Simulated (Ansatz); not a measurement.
**InP (zinc blende), scan of one atom of the cell**

Relaxed InP (zinc blende):

```
InP
1.0
    0.00000     2.95351     2.95351
    2.95351     0.00000     2.95351
    2.95351     2.95351     0.00000
P In
1 1
Direct
  0.75000   0.75000   0.75000
  0.00000   0.00000   0.00000
```

In this cell atom 1 (P, nearest neighbour In at 2.558 Å; its periodic images, 4.2 Å or more away, move with it) is moved by s along Cartesian z, unit vector (0.000, 0.000, 1.000); all other atoms and the cell stay fixed.

Level of theory: r2SCAN (plane waves to 500 eV, PAW, scalar-relativistic; Ansatz, a quantum-chemistry and plane-wave program). k mesh 8×8×8 (Γ-centred), Fermi-Dirac smearing 0.05 eV. E stands for the smeared free energy. Stress and pressure are positive under compression. F∥ is the force on the atom along that direction. InP was relaxed with its symmetry unable to fall. ΔE is measured from the undisplaced structure.

```json
[
 {"s (Å)": "-0.770", "ΔE (eV/cell)": "1.866", "F∥ (eV/Å)": "3.799", "P (GPa)": "11.6"},
 {"s (Å)": "-0.616", "ΔE (eV/cell)": "1.291", "F∥ (eV/Å)": "3.602", "P (GPa)": "8.0"},
 {"s (Å)": "-0.462", "ΔE (eV/cell)": "0.773", "F∥ (eV/Å)": "3.075", "P (GPa)": "4.8"},
 {"s (Å)": "-0.308", "ΔE (eV/cell)": "0.359", "F∥ (eV/Å)": "2.249", "P (GPa)": "2.2"},
 {"s (Å)": "-0.154", "ΔE (eV/cell)": "0.092", "F∥ (eV/Å)": "1.188", "P (GPa)": "0.6"},
 {"s (Å)": "0.000", "ΔE (eV/cell)": "0.000", "F∥ (eV/Å)": "0.000", "P (GPa)": "0.0"},
 {"s (Å)": "0.154", "ΔE (eV/cell)": "0.092", "F∥ (eV/Å)": "-1.188", "P (GPa)": "0.6"},
 {"s (Å)": "0.308", "ΔE (eV/cell)": "0.359", "F∥ (eV/Å)": "-2.249", "P (GPa)": "2.2"},
 {"s (Å)": "0.462", "ΔE (eV/cell)": "0.773", "F∥ (eV/Å)": "-3.075", "P (GPa)": "4.8"},
 {"s (Å)": "0.616", "ΔE (eV/cell)": "1.291", "F∥ (eV/Å)": "-3.602", "P (GPa)": "8.0"},
 {"s (Å)": "0.770", "ΔE (eV/cell)": "1.866", "F∥ (eV/Å)": "-3.799", "P (GPa)": "11.6"}
]
```

What the scan shows:

Energy at s = 0.770 Å: 1866 meV/cell
Force along the line at s = -0.770 Å: 3.80 eV/Å
Symmetry of the curve: even: the same for both signs
Shape of the curve: a single well with its minimum at or next to zero displacement
Force constant k = d²E/ds² at s = 0 (finite differences): 7.85 eV/Å²
Harmonic estimate at the end of the scan: ½ks² = 2328 meV/cell against the computed 1866 meV/cell, so the well is softer than harmonic there
Zone-centre optical wavenumber from k (transverse: no LO-TO term): 296 cm⁻¹

(A displaced cell: forces are minus the slopes of the energy, force constants its curvatures, and phonons follow from these.)
